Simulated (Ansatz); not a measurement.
InPd3:
```xyz
4
Lattice="3.9697 0.0000 0.0000 0.0000 3.9697 0.0000 0.0000 0.0000 3.9697" Properties=species:S:1:pos:R:3 pbc="T T T"
In     0.0000     0.0000     0.0000
Pd     1.9849     1.9849     0.0000
Pd     0.0000     1.9849     1.9849
Pd     1.9849     0.0000     1.9849
```

Relaxed with PBEsol. Special points in fractions of this cell's reciprocal vectors: Γ (0.000, 0.000, 0.000); X (0.000, 0.500, 0.000); M (0.500, 0.500, 0.000); R (0.500, 0.500, 0.500).

### Question
List the band energies nearest the Fermi level at these points for plane-wave PAW PBEsol (Ansatz code).

### Answer
In eV from the Fermi level; about four levels below and three above (degenerate sets whole), none deeper than 8.9 eV; … stands for higher levels left out; points with the same levels are listed once.

```tsv
k	below	above
Γ	-1.75 -1.75 -1.75 -0.78 -0.78 -0.24	0.17 0.17 0.17
X	-1.69 -1.69 -1.62 -1.48 -0.73	0.17 5.71 5.71
M	-1.46 -1.29 -0.48 -0.44	1.42 1.42 7.86
R	-1.32 -1.32 -1.32 -0.16 -0.16 -0.16	0.78 2.74 …
```

Space group Pm-3m (Cu3Au type). The workflow started from a Materials Project entry (that database holds measured and hypothetical structures alike); the Crystallography Open Database copy checked does not list it. With In and Pd taken as one species the cell has the higher symmetry Fm-3m, so it may be an ordered model of a mixed-site phase. Whether it is the stable phase at ambient conditions was not checked. The PBEsol relaxation kept the symmetry of its start; of distortions, only those at the zone centre were tested. The run is not spin-polarised. Spin–orbit coupling is left out wherever it is not named.

Potentials: the later of the program's two PAW sets.
